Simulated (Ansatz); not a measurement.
In r²SCAN in the plane-wave PAW code Ansatz, BP in the cubic phase (Pm-3n; B on 6c, P on 6d) relaxes to a = 5.576 Å. Its formation energy from the elements is -0.15 eV/atom, with no fitted shifts.

The Kohn–Sham gap is 0.64 eV (indirect). The valence maximum lies at Γ and the conduction minimum on the Γ–X line, 86 % of the way from Γ (6 equivalent valleys). HSE06 on the same cell gives 1.30 eV. Electrons at the band edge weigh 0.33, 0.33, 0.58 mₑ (principal values).

An equation-of-state fit gives a bulk modulus of 127 GPa. The relaxed-ion elastic constants in GPa are C11 = 271, C12 = 55.9, C44 = 94.2. The elastic constants imply a Debye temperature near 867 K. Bader charges are B +0.53, P -0.53 e.

The start of the workflow was typed in or built on a structure type; neither database checked (COD, Materials Project) lists it. It is not the phase usual at ambient conditions (space group No. 216). Symmetry was held in the r²SCAN relaxation; whether a distortion lowers the energy is not shown. The references are the lowest solids computed at this level, not always the standard phases.

Potentials: the later of the program's two PAW sets.
